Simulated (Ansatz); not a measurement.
P2W:
```yaml
crystal:
  lattice:
    - [4.24236, 1.59567, 0.00000]
    - [-4.24236, 1.59567, 0.00000]
    - [-3.65414, 0.00000, 6.51894]
  atoms:
    - { symbol: P, position: [0.13849, 0.86151, 0.02523] }
    - { symbol: P, position: [0.86151, 0.13849, 0.97477] }
    - { symbol: P, position: [0.39998, 0.60002, 0.59911] }
    - { symbol: P, position: [0.60002, 0.39998, 0.40089] }
    - { symbol: W, position: [0.84196, 0.15804, 0.29338] }
    - { symbol: W, position: [0.15804, 0.84196, 0.70662] }
```

Relaxed with r²SCAN. Special points in fractions of this cell's reciprocal vectors: Γ (0.000, 0.000, 0.000); C (0.296, 0.296, 0.000); C2 (-0.296, 0.704, 0.000); Y2 (-0.500, 0.500, 0.000); M2 (-0.500, 0.500, 0.500); D (-0.271, 0.729, 0.500); D2 (0.271, 0.271, 0.500); A (0.000, 0.000, 0.500); L2 (0.000, 0.500, 0.500); V2 (0.000, 0.500, 0.000).

### Question
List the band energies nearest the Fermi level at these points for the program Ansatz at the r²SCAN with spin–orbit coupling level (PAW).

### Answer
In eV from the Fermi level; about four levels below and three above (degenerate sets whole), none deeper than 8.9 eV; points with the same levels are listed once.

```json
[
 {"k": "Γ", "below": "-1.96 -1.96 -0.43 -0.43", "above": "0.53 0.53 0.91 0.91"},
 {"k": "C", "below": "-2.47 -2.47 -0.30 -0.30", "above": "0.25 0.25 1.30 1.30"},
 {"k": "Y2", "below": "-0.53 -0.53 -0.36 -0.36", "above": "1.66 1.66 2.07 2.07"},
 {"k": "M2", "below": "-1.14 -1.14 -0.57 -0.57", "above": "0.78 0.78 1.07 1.07"},
 {"k": "D", "below": "-2.49 -2.49 -0.34 -0.34", "above": "1.14 1.14 1.54 1.54"},
 {"k": "A", "below": "-1.56 -1.56 -1.24 -1.24", "above": "1.32 1.32 1.79 1.79"},
 {"k": "L2", "below": "-1.88 -1.88 -0.88 -0.88", "above": "0.83 0.83 1.63 1.63"},
 {"k": "V2", "below": "-2.98 -2.98 -2.03 -2.03", "above": "0.35 0.35 1.74 1.74"}
]
```

Space group C2/m. The first step of the workflow began from a Materials Project structure, measured or hypothetical; the Crystallography Open Database files this formula in space group No. 12, but the cells were not matched. Whether it is the stable phase at ambient conditions was not checked. Symmetry was held in the r²SCAN relaxation; whether a distortion lowers the energy is not shown. No spin polarisation was allowed.

Potentials: the earlier of the program's two PAW sets.
